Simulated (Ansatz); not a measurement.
Theory: Ansatz 0.2.0, DFT PBE, scalar-relativistic, plane waves, PAW. All cells share a 420 eV cutoff and Γ-centred k meshes spaced at most about 0.3 Å⁻¹ (about 0.25 or finer for metals, 2π included). No spin polarisation in the final relaxations.

Temperature and zero-point effects are left out.

Two forms of Hf2H3 were relaxed alike.

1.

```cif
data_structure
_symmetry_space_group_name_H-M 'P4/mmm'
_symmetry_Int_Tables_number 123
_cell_length_a 3.5382
_cell_length_b 3.5382
_cell_length_c 5.8436
_cell_angle_alpha 90.000
_cell_angle_beta 90.000
_cell_angle_gamma 90.000
_cell_volume 73.15
loop_
_atom_site_label
_atom_site_type_symbol
_atom_site_symmetry_multiplicity
_atom_site_Wyckoff_symbol
_atom_site_fract_x
_atom_site_fract_y
_atom_site_fract_z
_atom_site_occupancy
Hf1 Hf 1 d 0.50000 0.50000 0.50000 1
Hf2 Hf 1 c 0.50000 0.50000 0.00000 1
H1 H 2 f 0.50000 0.00000 0.00000 1
H2 H 1 a 0.00000 0.00000 0.00000 1
```

2.

```cif
data_structure
_symmetry_space_group_name_H-M 'Pm-3m'
_symmetry_Int_Tables_number 221
_cell_length_a 3.7268
_cell_length_b 3.7268
_cell_length_c 3.7268
_cell_angle_alpha 90.000
_cell_angle_beta 90.000
_cell_angle_gamma 90.000
_cell_volume 51.76
loop_
_atom_site_label
_atom_site_type_symbol
_atom_site_symmetry_multiplicity
_atom_site_Wyckoff_symbol
_atom_site_fract_x
_atom_site_fract_y
_atom_site_fract_z
_atom_site_occupancy
Hf1 Hf 1 b 0.50000 0.50000 0.50000 1
Hf2 Hf 1 a 0.00000 0.00000 0.00000 1
H1 H 3 c 0.00000 0.50000 0.50000 1
```

Task: Which would you expect to be lower, and how large is the difference?

Result: Cell 2 is lower, by 0.97 eV/atom. Cell 1 has space group P4/mmm (No. 123), 14.6 Å³/atom and no gap on its mesh; cell 2 has space group Pm-3m (No. 221), 10.4 Å³/atom and no gap. Counting H atoms around Hf (those within 1.25 times the shortest such distance or 1.15 times the sum of covalent radii, 1.27 where that leaves under three; a plus sign parts nearer from farther groups; the shortest distance is added where it exceeds 1.18 times the sum of covalent radii; a slash parts the counts of unlike sites), cell 1 has Hf 4/8+8 from 3.4 Å and cell 2 has Hf 6/12. The denser one is the lower, and pressure would at first widen the difference. In cell 1, around Hf on its first site lie 2 Hf at 2.92 Å; Hf on its second site has 4 H at 1.77 Å, 4 H at 2.50 Å and 2 Hf at 2.92 Å; around H on a site of symmetry mmm lie 2 H at 1.77 Å and 2 Hf at 1.77 Å; 1 more site not described. In cell 2, Hf on its first site is surrounded by 6 H at 1.86 Å; Hf on its second site has 12 H at 2.64 Å; H has 2 Hf at 1.86 Å, 4 Hf at 2.64 Å and 8 H at 2.64 Å. Both come from invented guesses. A third cell relaxed alike, in R32, lies 255 meV/atom below the lower of the two.

These runs have no spin–orbit coupling, which can matter for Hf. With hydrogen, zero-point motion can shift such differences by 10 meV/atom or more. A magnetic state wasn't ruled out in cells without spin, among them P4/mmm, Pm-3m. Cells relaxed within their symmetry can be saddle points.
